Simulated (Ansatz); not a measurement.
Tl2Pd under pressure: fit and missing row

Tl2Pd, I4/mcm, a = 6.802 Å, c = 5.834 Å. The structure is a COD entry; whether it is the stable form wasn't checked. Ansatz: r2SCAN, PAW, 500 eV, Γ-centred 8×8×8 mesh on 6 atoms, Gaussian smearing 0.10 eV; no spin polarisation. Cell and atoms are relaxed at each pressure, and no other structure is tried, so the rows at high pressure may lie past a change of phase.

| V (Å³/atom) | P (GPa) |
| --- | --- |
| ? | 90.01 |
| 16.548 | 49.99 |
| 18.323 | 25.00 |
| 19.863 | 12.00 |
| 21.368 | 4.00 |
| 22.176 | 1.00 |
| 22.493 | 0.01 |
| 22.859 | -1.00 |

Question: Take V0 = 22.493 Å³/atom, count pressures from its P0 = 0.01 GPa, fit the third-order Birch–Murnaghan form to the other rows, and predict the missing volume.

Answer: With the Eulerian strain f = ½[(V0/V)^(2/3) − 1] and y = (P − P0)/[3f(1 + 2f)^(5/2)], the form is the line y = B0 + 1.5 B0 (B0′ − 4) f. Rows (f, y): 0.11353, 88.0; 0.07324, 80.8; 0.04321, 75.2; 0.01740, 70.2; 0.00475, 67.9; -0.00535, 64.6. Means f = 0.04113, y = 74.450; Σ(Δf)² = 0.01032, ΣΔfΔy = 1.983; the slope is their ratio. y = 66.55 + 192.1 f GPa, so B0 = 66.5 GPa and B0′ = 4 + 2 × (192.1)/(3 × 66.55) = 5.92. P = 90.01 GPa is met at f = 0.15686 (y = 96.68), so V = V0 (1 + 2f)^(−3/2) = 14.938 Å³/atom. The run gave 14.896 Å³/atom, so the fit is 0.042 Å³/atom too high, 0.53 % of the span of the series, against an rms of 0.007 Å³/atom on the fitted rows. The row lies outside the fitted range. A fourth-order term fitted to the same rows gives P = 89.16 GPa at this row's volume (the line 91.36, the run 90.01), which recovers part of the miss.

The mesh isn't the same in all rows (8×8×8, 10×10×10). Spin–orbit coupling is left out, which can shift energies with elements as heavy as these.